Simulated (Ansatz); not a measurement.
Suppose NbTe takes space group Pm-3m (No. 221), with Nb on 1b; Te on 1a. The guess for NbTe was made by a generator: ordered superstructure of bcc (sublattice all; occupants of the shared sites, in ratio, Te: 1, Nb: 1).

Computed with Ansatz 0.2.0, DFT PBE, scalar-relativistic, plane waves, PAW. Cutoff 420 eV, Γ-centred mesh, Gaussian smearing, collinear spin.

Energies over the elements count from the elements' standard structures at the same level, with no fitted energy shifts.

Question: Predict the relaxed structure.

Answer:

Space group Pm-3m (No. 221). a = 3.426 Å, b = 3.426 Å, c = 3.426 Å, α = 90.00°, β = 90.00°, γ = 90.00°
```tsv
atom	site	symmetry	x	y	z
Nb	1b	m-3m	0.5000	0.5000	0.5000
Te	1a	m-3m	0.0000	0.0000	0.0000
```

It has the caesium chloride type. Nb is surrounded by 8 Te at 2.97 Å and 6 Nb at 3.43 Å; around Te lie 8 Nb at 2.97 Å and 6 Te at 3.43 Å.

Question: And its energy and gap?

Answer: The energy over the elements is −0.07 eV/atom and the gap on the 16×16×16 mesh of the 2-atom cell is 0 eV (a metal). The net moment per atom is 0.00 μB and the moment by site is all under 0.1 μB. A negative formation energy is needed for stability but isn't enough: competing phases decide.

The last run used collinear spin and Gaussian smearing of 0.10 eV. Spin–orbit coupling, which can matter for Te, is left out. The reference form of Te is held partly by dispersion forces, which this level lacks. Symmetry constrained the relaxation, so the result can be a saddle point. Site moments count only spheres around the atoms; the net moment includes the space between them.
